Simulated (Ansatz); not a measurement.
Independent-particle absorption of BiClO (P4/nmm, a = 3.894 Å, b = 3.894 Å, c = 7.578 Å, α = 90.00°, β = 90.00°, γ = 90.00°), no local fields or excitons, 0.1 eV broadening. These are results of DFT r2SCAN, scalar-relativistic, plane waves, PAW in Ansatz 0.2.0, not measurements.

Cutoff 500 eV; k points 6×6×4 on the computed 6-atom cell (Γ-centred); Gaussian smearing, width 0.02 eV; no spin polarisation. The spectrum is summed on a 9×9×6 mesh.

```yaml
crystal:
  lattice:
    - [3.89414, 0.00000, 0.00000]
    - [0.00000, 3.89414, 0.00000]
    - [0.00000, 0.00000, 7.57754]
  atoms:
    - { symbol: Bi, position: [0.00000, 0.50000, 0.16575] }
    - { symbol: Bi, position: [0.50000, 0.00000, 0.83425] }
    - { symbol: Cl, position: [0.00000, 0.50000, 0.65530] }
    - { symbol: Cl, position: [0.50000, 0.00000, 0.34470] }
    - { symbol: O, position: [0.00000, 0.00000, 0.00000] }
    - { symbol: O, position: [0.50000, 0.50000, 0.00000] }
```

(photon energy (eV), ε2,xx): (0.0, 0.00), (0.4, 0.00), (0.8, 0.00), (1.2, 0.00), (1.6, 0.00), (2.0, 0.00), (2.4, 0.00), (2.8, 0.00), (3.2, 0.00), (3.6, 0.01), (4.0, 0.05), (4.4, 2.72), (4.8, 8.55), (5.2, 11.18), (5.6, 11.50), (6.0, 14.31), (6.4, 9.46), (6.8, 10.89), (7.2, 7.74), (7.6, 4.61), (8.0, 4.32), (8.4, 2.89), (8.8, 2.52), (9.2, 1.70), (9.6, 1.27), (10.0, 1.55), (10.4, 1.95), (10.8, 1.94), (11.2, 2.54), (11.6, 2.75), (12.0, 2.42), (12.4, 2.34), (12.8, 2.44), (13.2, 2.14), (13.6, 2.29), (14.0, 1.91)

The strongest peak lies near 5.8 eV. ε∞ (xx, yy, zz) = 6.0, 6.0, 5.1.

Cost: 1 run of about 3 core-minutes, on Intel Xeon Platinum 8375C (Ice Lake) (shared hosts).